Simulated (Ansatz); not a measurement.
The cell of Ge₃P₄ is invented: random cell by space group and Wyckoff sites (P4/mmm, No. 123). Lengths were set from tabulated atomic sizes, so they are only a guess.

```cif
data_structure
_symmetry_space_group_name_H-M 'P4/mmm'
_symmetry_Int_Tables_number 123
_cell_length_a 4.3013
_cell_length_b 4.3013
_cell_length_c 7.6550
_cell_angle_alpha 90.000
_cell_angle_beta 90.000
_cell_angle_gamma 90.000
_cell_volume 141.63
loop_
_atom_site_label
_atom_site_type_symbol
_atom_site_symmetry_multiplicity
_atom_site_Wyckoff_symbol
_atom_site_fract_x
_atom_site_fract_y
_atom_site_fract_z
_atom_site_occupancy
Ge1 Ge 2 f 0.00000 0.50000 0.00000 1
Ge2 Ge 1 b 0.00000 0.00000 0.50000 1
P1 P 2 e 0.00000 0.50000 0.50000 1
P2 P 1 c 0.50000 0.50000 0.00000 1
P3 P 1 d 0.50000 0.50000 0.50000 1
```

These are results of DFT PBE, scalar-relativistic, plane waves, PAW (Ansatz), not measurements. Cutoff 420 eV, Gaussian smearing, Γ-centred meshes. Cell and atoms relax first on a coarse mesh and then on a finer one. In between, the cell is made exact in the group found at 0.06 Å. In metals the finer mesh still leaves noise of several meV/atom or more. The steps can't lower the symmetry of their start. No spin polarisation.

A guess keeps its type if space group and coordination stay and the shape of the cell changes little (axis ratios within about 15 %, angles within 6°); the volume may change.

**Question.** Does it keep its structure type, or change into something else?

**Answer.** It doesn't keep its type. The symmetry goes from P4/mmm (No. 123) to Pm-3m (No. 221). The volume per atom shrinks by 7.9 %, from 20.2 to 18.6 Å³. The shortest distance goes from 2.15 Å (Ge–P and P–P) to 2.54 Å (Ge–P and P–P). Counting neighbours within 15 % of an atom's shortest distance, the start has Ge 2/4, P 4 and the end Ge 4, P 6. In detail, at the end around Ge lie 4 P at 2.54 Å; around P on a site of symmetry 4/mmm lie 2 P at 2.54 Å and 4 Ge at 2.54 Å; around P on a site of symmetry m-3m lie 6 P at 2.54 Å.

```cif
data_structure
_symmetry_space_group_name_H-M 'Pm-3m'
_symmetry_Int_Tables_number 221
_cell_length_a 5.0709
_cell_length_b 5.0709
_cell_length_c 5.0709
_cell_angle_alpha 90.000
_cell_angle_beta 90.000
_cell_angle_gamma 90.000
_cell_volume 130.40
loop_
_atom_site_label
_atom_site_type_symbol
_atom_site_symmetry_multiplicity
_atom_site_Wyckoff_symbol
_atom_site_fract_x
_atom_site_fract_y
_atom_site_fract_z
_atom_site_occupancy
Ge1 Ge 3 d 0.00000 0.50000 0.00000 1
P1 P 3 c 0.00000 0.50000 0.50000 1
P2 P 1 b 0.50000 0.50000 0.50000 1
```

The last run used an 8×8×8 mesh for its 7-atom cell and Gaussian smearing of 0.10 eV. Symmetry constrained the relaxation, so the result can be a saddle point.

In counts of neighbours, a slash parts the counts of unlike sites.
